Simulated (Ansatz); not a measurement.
Au:
```
Au
1.0
    0.00000     2.06197     2.06197
    2.06197     0.00000     2.06197
    2.06197     2.06197     0.00000
Au
1
Cartesian
  0.00000   0.00000   0.00000
```

Relaxed with r²SCAN. Special points in fractions of this cell's reciprocal vectors: Γ (0.000, 0.000, 0.000); X (0.500, 0.000, 0.500); U (0.625, 0.250, 0.625); K (0.375, 0.375, 0.750); L (0.500, 0.500, 0.500); W (0.500, 0.250, 0.750).

Problem. List the band energies nearest the Fermi level at these points for r²SCAN (plane waves, PAW; program Ansatz).

Solution. In eV from the Fermi level; about four levels below and three above (degenerate sets whole), none deeper than 8.9 eV; … stands for higher levels left out; points with the same levels are listed once.

```csv
k,below,above
Γ,-4.95 -4.95 -4.95 -3.49 -3.49,…
X,-6.96 -2.36 -1.98 -1.98,1.13 …
U,-6.02 -4.05 -3.20 -2.41,3.83 …
L,-4.99 -4.99 -2.30 -2.30 -0.80,…
W,-5.37 -5.37 -3.61 -1.98,4.66 …
```

Space group Fm-3m (fcc (Cu type)). The r²SCAN relaxation kept the symmetry of its start. Scalar-relativistic: spin–orbit coupling is off unless named, which matters more the heavier the elements.

Potentials: the later of the program's two PAW sets.
